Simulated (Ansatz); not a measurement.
Here is an unrelaxed guess for GdLuN₂.

```cif
data_structure
_symmetry_space_group_name_H-M 'P4/mmm'
_symmetry_Int_Tables_number 123
_cell_length_a 3.7764
_cell_length_b 3.7764
_cell_length_c 5.0829
_cell_angle_alpha 90.000
_cell_angle_beta 90.000
_cell_angle_gamma 90.000
_cell_volume 72.49
loop_
_atom_site_label
_atom_site_type_symbol
_atom_site_symmetry_multiplicity
_atom_site_Wyckoff_symbol
_atom_site_fract_x
_atom_site_fract_y
_atom_site_fract_z
_atom_site_occupancy
Gd1 Gd 1 d 0.50000 0.50000 0.50000 1
Lu1 Lu 1 a 0.00000 0.00000 0.00000 1
N1 N 1 b 0.00000 0.00000 0.50000 1
N2 N 1 c 0.50000 0.50000 0.00000 1
```

These are results of DFT PBE, scalar-relativistic, plane waves, PAW in Ansatz, not measurements. Cutoff 420 eV; k points 4×4×4 on the computed 4-atom cell (Γ-centred); Gaussian smearing, width 0.10 eV; collinear spin from starting moments 7.0 0.0 0.0 0.0 μB.

The zero of energy is the elements' standard structures at the same level (N₂ as a molecule); no fitted shifts are applied.

Question: How far from equilibrium is it?

Answer: The pressure is -21.5 GPa (the mean over three directions, positive in compression), the largest force is 0.00 eV/Å (symmetry fixes the atoms), and the energy is −1.31 eV/atom against the elements. The shortest distance is 2.54 Å.

Question: Is it a good guess?

Answer: A rough one: relaxing gains about 0.31 eV/atom (the start's value is from the coarse mesh, so the gain is rough) in 13 ionic steps and ends at −1.62 eV/atom on the finer mesh. The symmetry stays P4/mmm (No. 123). The volume per atom shrinks by 19.9 %, from 18.1 to 14.5 Å³. The shortest distance goes from 2.54 Å (Gd–N and Lu–N) to 2.44 Å (Gd–N and Lu–N). Conventional cell: a = 3.450 Å, c = 4.878 Å. Gd is surrounded by 6 N at 2.44 Å, 8 Lu at 3.45 Å and 4 Gd at 3.45 Å; around Lu lie 6 N at 2.44 Å, 8 Gd at 3.45 Å and 4 Lu at 3.45 Å; N on its first site has 2 Lu at 2.44 Å and 4 Gd at 2.44 Å; 1 more site not described.

The last run used collinear spin, a 14×14×10 mesh (in the run's order of axes) for its 4-atom cell and Gaussian smearing of 0.10 eV. The 4f shell of Gd is treated without a Hubbard U, which places its levels poorly. Another magnetic order may lie lower. The relaxation can't lower the symmetry of the start, and the grade says only how near the guess is to its own end. A structure relaxed within its symmetry needn't be a true minimum.
